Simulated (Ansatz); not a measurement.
Relaxed-ion elastic tensor of MgS (rock salt, space group No. 225) in GPa (Voigt order), the program Ansatz at the PBE level (PAW); density 2.62 g/cm³, 17.88 Å³ per atom.

```json
[
 {"": "1", "1": "139", "2": "41.6", "3": "41.6", "4": "0.0", "5": "0.0", "6": "0.0"},
 {"": "2", "1": "41.6", "2": "139", "3": "41.6", "4": "0.0", "5": "0.0", "6": "0.0"},
 {"": "3", "1": "41.6", "2": "41.6", "3": "139", "4": "0.0", "5": "0.0", "6": "0.0"},
 {"": "4", "1": "0.0", "2": "0.0", "3": "0.0", "4": "54.0", "5": "0.0", "6": "0.0"},
 {"": "5", "1": "0.0", "2": "0.0", "3": "0.0", "4": "0.0", "5": "54.0", "6": "0.0"},
 {"": "6", "1": "0.0", "2": "0.0", "3": "0.0", "4": "0.0", "5": "0.0", "6": "54.0"}
]
```

Question: Is the crystal mechanically stable?

Answer: Yes: the smallest eigenvalue of C is 54.0 GPa.

Question: Work out the Voigt, Reuss and Hill averages.

Answer: K_V = 74.0, K_R = 74.0, K_H = 74.0; G_V = 51.8, G_R = 51.7, G_H = 51.7 GPa.

Question: Give Young's modulus, Poisson's ratio, Pugh's ratio and the universal anisotropy index.

Answer: E = 9KG/(3K + G) = 126 GPa; ν = 0.22; K/G = 1.43 (brittle by the Pugh limit of 1.75); A_U = 5G_V/G_R + K_V/K_R − 6 = 0.01.

Question: Estimate the sound speeds and the Debye temperature.

Answer: v_l = √((K + 4G/3)/ρ) = 7390 m/s, v_t = √(G/ρ) = 4450 m/s, mean 4920 m/s; Θ = (h/k)(3n/4πV)^(1/3) v_m = 560 K.

Question: Give the Zener ratio and Young's modulus along [100], [110] and [111].

Answer: A = 2C44/(C11 − C12) = 1.11; 1/E = S11 − 2(S11 − S12 − S44/2)Γ with Γ = 0, 1/4, 1/3 gives 120, 127, 130 GPa.

Question: Solve the Christoffel equation for the three sound speeds along [100], [110], [111].

Answer: Eigenvalues of C_ijkl n_j n_l equal ρv². In km/s, slowest first: [100] 4.54, 4.54, 7.28; [110] 4.31, 4.54, 7.42; [111] 4.39, 4.39, 7.47.

Space group Fm-3m (rock salt). Symmetry was held in the PBE relaxation; phonons on a q-mesh show no instability.

Potentials: the later of the program's two PAW sets.
